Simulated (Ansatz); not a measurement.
BeSe:
```cif
data_BeSe
_chemical_formula_sum 'Se1 Be1'
_space_group_name_H-M_alt 'P 1'
_space_group_IT_number 1
_cell_length_a 3.66118
_cell_length_b 3.66118
_cell_length_c 3.66118
_cell_angle_alpha 60.000
_cell_angle_beta 60.000
_cell_angle_gamma 60.000
loop_
_space_group_symop_operation_xyz
  'x, y, z'
loop_
_atom_site_label
_atom_site_type_symbol
_atom_site_fract_x
_atom_site_fract_y
_atom_site_fract_z
_atom_site_occupancy
Se1 Se 0.75000 0.75000 0.75000 1
Be1 Be 0.00000 0.00000 0.00000 1
```

Relaxed with PBE. PBE (plane waves, PAW; program Ansatz) gives a gap of 2.67 eV.

Q: What gap does HSE06 give on the same cell (Ansatz, PAW)?

A: 3.51 eV, 0.83 eV more. The hybrid was solved on a coarser mesh and at special points; its gap is the smallest among all of these.

```csv
k,v1 PBE,c1 PBE,v1 HSE06,c1 HSE06
Γ,0.00,4.22,…,…
X,-2.58,2.67,-2.81,3.51
L,-1.05,4.27,…,…
W,-3.20,6.13,…,…
K,-2.16,3.78,…,…
```

Q: Top valence (v1) and lowest conduction level (c1) in eV from each method's valence maximum (which need not be a listed point): supply the withheld HSE06 values.

A: 
- W, v1 HSE06: -3.44
- W, c1 HSE06: 7.09
- L, v1 HSE06: -1.13
- L, c1 HSE06: 5.27
- K, v1 HSE06: -2.34
- K, c1 HSE06: 4.67
- Γ, v1 HSE06: 0.00
- Γ, c1 HSE06: 5.30

Cost on shared cores: the PBE run (SCF on a 9×9×9 mesh, then bands and DOS) around 9 core-seconds (rough), the HSE06 run (SCF on 7×7×7, then a few points) roughly 80 core-seconds; the tasks are unlike.

Space group F-43m (zinc blende). The PBE relaxation kept the symmetry of its start; phonons on a q-mesh show no instability. Scalar-relativistic: spin–orbit coupling is off unless named, which matters more the heavier the elements.

Potentials: the later of the program's two PAW sets.
